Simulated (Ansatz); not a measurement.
MgS (rock salt, Fm-3m) under volume change, plane-wave PAW LDA (Ansatz code), scaled uniformly.

```json
[
 {"V (Å³/atom)": "15.352", "E − E(relaxed) (meV/atom)": "41.7", "P (GPa)": "9.52"},
 {"V (Å³/atom)": "15.858", "E − E(relaxed) (meV/atom)": "17.6", "P (GPa)": "5.85"},
 {"V (Å³/atom)": "16.364", "E − E(relaxed) (meV/atom)": "4.2", "P (GPa)": "2.70"},
 {"V (Å³/atom)": "16.870", "E − E(relaxed) (meV/atom)": "0.0", "P (GPa)": "0.01"},
 {"V (Å³/atom)": "17.376", "E − E(relaxed) (meV/atom)": "3.7", "P (GPa)": "-2.31"},
 {"V (Å³/atom)": "17.882", "E − E(relaxed) (meV/atom)": "14.2", "P (GPa)": "-4.29"},
 {"V (Å³/atom)": "18.389", "E − E(relaxed) (meV/atom)": "30.5", "P (GPa)": "-6.00"}
]
```

**Question.** What does a third-order Birch–Murnaghan fit give for V₀, B₀ and B′?

**Answer.** V₀ = 16.87 Å³/atom, B₀ = 83.1 GPa, B′ = 4.1.

The cell was relaxed with LDA under the symmetry of its start.

Potentials: the earlier of the program's two PAW sets. The files were generated under PBE; for other functionals the program regenerates the frozen cores, and for LDA and PBEsol the local potential too.
